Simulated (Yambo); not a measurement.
Given:

```
NaOH
1.0
    3.42587     0.00000     0.00000
    0.00000     3.34644     0.00000
   -1.57462     0.00000     5.05566
H O Na
2 2 2
Cartesian
  0.11769   3.11068   4.66870
  1.73356   1.43746   0.38696
  0.05281   2.58948   3.84877
  1.79844   0.91626   1.20689
  0.06505   2.66577   1.54511
  1.78619   0.99255   3.51055
```

Workflow: norm-conserving PBEsol (Quantum ESPRESSO, 88 Ry, without SOC), then G0W0 in Yambo (4×4×4 Γ-centred k mesh, bands 3 to 112 and a 8 Ry block in the screening, 112 bands in G with the Bruneval-Gonze terminator, plasmon pole fitted at 27.2 eV).

Give the PBEsol and G0W0 gaps between the band edges found on this mesh, and say where the edges lie.

Edges: (0, 0, -0.5) → Γ. PBEsol: 3.56 eV; G0W0: 6.36 eV. Nearest settings tried, and what they do to the gap: 73 bands in G: +3 meV; 54 bands in W: +65 meV; 7 Ry block (123 vectors against 155): -41 meV. Not varied: mesh. So the settings aren't converged at that level. 

Geometry of the Materials Project entry, not relaxed at this level.

The structure is a Materials Project entry; no match was found in the copy of COD used, and its stability was not checked.
